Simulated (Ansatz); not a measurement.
A distorted cell of AlN (wurtzite):

```
AlN
1.0
    3.10670     0.00000     0.00000
   -1.55335     2.69048     0.00000
    0.00000     0.00000     9.95692
Al N
4 4
Direct
  0.31823   0.63646   0.49830
  0.34844   0.69687   0.99830
  0.65379   0.30758   0.24830
  0.67954   0.35909   0.74830
  0.32277   0.64553   0.18910
  0.34390   0.68780   0.68910
  0.65118   0.30236   0.43910
  0.68215   0.36431   0.93910
```

Level of theory: r2SCAN (plane waves to 500 eV, PAW, scalar-relativistic; Ansatz, a quantum-chemistry and plane-wave program). k mesh 12×12×4 (Γ-centred), Fermi-Dirac smearing 0.05 eV. Compression counts positive. AlN was relaxed with its symmetry unable to fall.

### Question
Predict the force on every atom, in eV/Å.

### Answer
| atom | Fx | Fy | Fz |
|---|---|---|---|
| Al1 | 0.000 | 0.252 | 0.018 |
| Al2 | 0.000 | -0.278 | 0.015 |
| Al3 | 0.000 | 0.241 | 0.027 |
| Al4 | 0.000 | -0.209 | 0.024 |
| N5 | 0.000 | 0.081 | -0.034 |
| N6 | 0.000 | -0.111 | -0.033 |
| N7 | 0.000 | 0.153 | -0.009 |
| N8 | 0.000 | -0.129 | -0.007 |

(For displaced atoms, the force is minus the slope of the energy, and its curvature is a force constant, which sets phonon frequencies.)
